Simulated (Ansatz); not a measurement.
Input:

Pt$_{3}$W:
```cif
data_Pt3W
_chemical_formula_sum 'Pt3 W1'
_space_group_name_H-M_alt 'P 1'
_space_group_IT_number 1
_cell_length_a 4.86863
_cell_length_b 4.86863
_cell_length_c 4.86863
_cell_angle_alpha 132.920
_cell_angle_beta 132.920
_cell_angle_gamma 68.780
loop_
_space_group_symop_operation_xyz
  'x, y, z'
loop_
_atom_site_label
_atom_site_type_symbol
_atom_site_fract_x
_atom_site_fract_y
_atom_site_fract_z
_atom_site_occupancy
Pt1 Pt 0.75000 0.25000 0.50000 1
Pt2 Pt 0.25000 0.75000 0.50000 1
Pt3 Pt 0.50000 0.50000 0.00000 1
W1 W 0.00000 0.00000 0.00000 1
```

This is the r²SCAN-relaxed structure.

All from DFT-r²SCAN in the program Ansatz with PAW potentials, unless another level is named. Predict the bulk modulus (Birch–Murnaghan fit).

307 GPa.

Next, the highest zone-centre frequency?

182 cm⁻¹.

Space group I4/mmm. The workflow started from a Materials Project entry (that database holds measured and hypothetical structures alike); the Crystallography Open Database copy checked does not list it. Its standing as an ambient phase is unchecked. The r²SCAN relaxation kept the symmetry of its start; its stability against distortions is not shown here. No spin polarisation was allowed. As this level gives no gap, phonon frequencies hold no LO–TO term and depend on the k-mesh and smearing (Fermi–Dirac, 0.1 eV here). Scalar-relativistic: spin–orbit coupling is off unless named, which matters more the heavier the elements.

Potentials: the later of the program's two PAW sets.
